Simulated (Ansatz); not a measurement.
**Electric field gradients in MgV2PbO2F8**

The cell is a Materials Project structure (computed, not necessarily an observed phase), ions relaxed with PBE at fixed cell.

```cif
data_MgV2PbO2F8
_symmetry_space_group_name_H-M 'P-1'
_symmetry_Int_Tables_number 2
_cell_length_a 5.4710
_cell_length_b 6.6370
_cell_length_c 7.7578
_cell_angle_alpha 104.894
_cell_angle_beta 95.597
_cell_angle_gamma 113.767
loop_
_atom_site_label
_atom_site_type_symbol
_atom_site_symmetry_multiplicity
_atom_site_Wyckoff_symbol
_atom_site_fract_x
_atom_site_fract_y
_atom_site_fract_z
Mg Mg 1 b 0.0000 0.0000 0.5000
V V 2 i 0.3883 0.7093 0.2848
Pb Pb 1 a 0.0000 0.0000 0.0000
O O 2 i 0.2858 0.4361 0.1819
F7 F 2 i 0.2772 0.8337 0.1162
F9 F 2 i 0.7602 0.8943 0.2477
F11 F 2 i 0.6226 0.7941 0.5194
F13 F 2 i 0.1183 0.7448 0.4101
```

One atom of each set is listed.

Computed with Ansatz: DFT, r2SCAN, plane waves and PAW, scalar-relativistic, collinear spin, 500 eV cutoff, Γ-centred 4×4×3 k-points, Fermi–Dirac smearing 0.02 eV. Start moments as typed (μB): 1 on each V, none on the rest.

Conventions: |V_zz| ≥ |V_yy| ≥ |V_xx|, η = (V_xx − V_yy)/V_zz, C_Q = eQV_zz/h.

25Mg: I = 5/2, Q = 199.4 mb; ⁵¹V: I = 7/2, Q = -52.00 mb; O-17: I = 5/2, Q = -25.58 mb. Nuclear quadrupole moments: year-2017 set (Pyykkö).

Task: Which values are expected at the nuclei?

Result: 

```tsv
site	atoms	first shell	V_zz (10²¹ V/m²)	η	C_Q (MHz)
Mg	1	6 F at 2.01–2.03 Å	1.27	0.98	6.14
V	2	1 O at 1.61 Å, 4 F at 1.89–2.00 Å	7.20	0.51	-9.05
Pb	1	4 F at 2.43–2.52 Å, 2 O at 2.58 Å	-14.38	0.38	–
O	2	1 V at 1.61 Å; also 1 Pb at 2.58 Å	-1.22	0.99	0.753
F7	2	1 V at 1.89 Å, 1 Pb at 2.43 Å, angle 153°	9.66	0.25	–
F9	2	1 V at 2.00 Å, 1 Mg at 2.02 Å, angle 102°; also 1 Pb at 2.52 Å	7.19	0.66	–
F11	2	1 V at 1.93 Å, 1 Mg at 2.01 Å, angle 105°	7.52	0.18	–
F13	2	1 V at 1.90 Å, 1 Mg at 2.03 Å, angle 136°	9.62	0.42	–
```

At F7 and F13 V_zz points along the shorter of its two bonds, to V (within 11°) in each case. At V V_zz points along its shortest bond, to O (within 7°).

Pb, F have no stable isotope with a ground-state quadrupole moment in the table, so no C_Q is given.

The largest force is 0.5 eV/Å, so the atoms aren't at the calculated equilibrium and relaxing them would move these values. The program didn't check the stability of this electronic state in full, so a lower one may lie near. Spin–orbit coupling is left out, which shifts gradients on Pb by a few per cent, and by more where contributions nearly cancel. All moments are parallel here, as the start or the cell imposes; many such compounds order antiparallel, where fields and spin densities carried over to other atoms largely cancel. The magnetic order is the one that the run reached from its start moments, not necessarily the measured one. Where η is near 1 the sign of V_zz means little.
